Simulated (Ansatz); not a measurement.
Data:

AlTi3C2O2:
Space group P6₃/mmc (No. 194); a = 3.0185 Å, b = 3.0185 Å, c = 20.4592 Å, α = 90.00°, β = 90.00°, γ = 120.00°

```tsv
atom	site	symmetry	x	y	z
O	4e	3m.	0.0000	0.0000	0.1914
Ti	4f	3m.	0.6667	0.3333	0.1140
C	4f	3m.	0.3333	0.6667	0.0635
Ti	2a	-3m.	0.0000	0.0000	0.0000
Al	2c	-6m2	0.3333	0.6667	0.2500
```

This is the r²SCAN+D4-relaxed structure.

All from r²SCAN+D4 (plane waves, PAW; program Ansatz), unless another level is named. Predict the electronic character.

metallic (no gap).

Give the formation energy from the elements (no fitted shifts).

-1.59 eV/atom.

Give the density of states at the Fermi level.

0.36 states/eV per atom (mean over ±0.08 eV).

Space group P6_3/mmc. A made-up cell: these elements were put on the sites of a structure type; neither database checked (COD, Materials Project) lists it. Whether it is the stable phase at ambient conditions was not checked. The r²SCAN+D4 relaxation kept the symmetry of its start; whether a distortion lowers the energy is not shown. No spin polarisation was allowed. Without spin polarisation and U, an open-shell compound can come out a false metal. The references are the lowest solids computed at this level, not always the standard phases (solids in place of the gases).

Potentials: the later of the program's two PAW sets.
